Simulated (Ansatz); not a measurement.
Sheets of one type (MA2Z4 (prismatic core, outer Z over the empty site)-type), r²SCAN+D4 in the plane-wave PAW code Ansatz; HSE06 gaps on those cells.

```json
[
 {"layer": "MoN4Si2", "a (Å)": "(withheld)", "thickness (Å)": "(withheld)"},
 {"layer": "TaN4Si2", "a (Å)": "2.946", "thickness (Å)": "6.94"},
 {"layer": "NbN4Si2", "a (Å)": "2.946", "thickness (Å)": "6.95"},
 {"layer": "VN4Si2", "a (Å)": "2.863", "thickness (Å)": "6.82"},
 {"layer": "MoP4Si2", "a (Å)": "3.452", "thickness (Å)": "9.29"},
 {"layer": "MoGe2N4", "a (Å)": "2.993", "thickness (Å)": "7.31"},
 {"layer": "MoAs4Si2", "a (Å)": "3.587", "thickness (Å)": "9.80"}
]
```

What belongs in the gaps?


- MoN4Si2, a (Å): 2.888
- MoN4Si2, thickness (Å): 6.94

Spin orders computed, not proven ground states: TaN4Si2, MA2Z4 (prismatic core, outer Z over the empty site)-type layer ferromagnetic; NbN4Si2, MA2Z4 (prismatic core, outer Z over the empty site)-type layer ferromagnetic; VN4Si2, MA2Z4 (prismatic core, outer Z over the empty site)-type layer ferromagnetic. All cells were relaxed under the symmetry of their starts (and spin orders); stability against distortions was not tested throughout. Rows with no word on spin ran without spin polarisation. Spin–orbit coupling is left out wherever it is not named. Constructed layers (a layer type filled with these elements): TaN4Si2, MA2Z4 (prismatic core, outer Z over the empty site)-type layer; NbN4Si2, MA2Z4 (prismatic core, outer Z over the empty site)-type layer; VN4Si2, MA2Z4 (prismatic core, outer Z over the empty site)-type layer; MoP4Si2, MA2Z4 (prismatic core, outer Z over the empty site)-type layer; MoGe2N4, MA2Z4 (prismatic core, outer Z over the empty site)-type layer; MoAs4Si2, MA2Z4 (prismatic core, outer Z over the empty site)-type layer.

Potentials: the later of the program's two PAW sets.
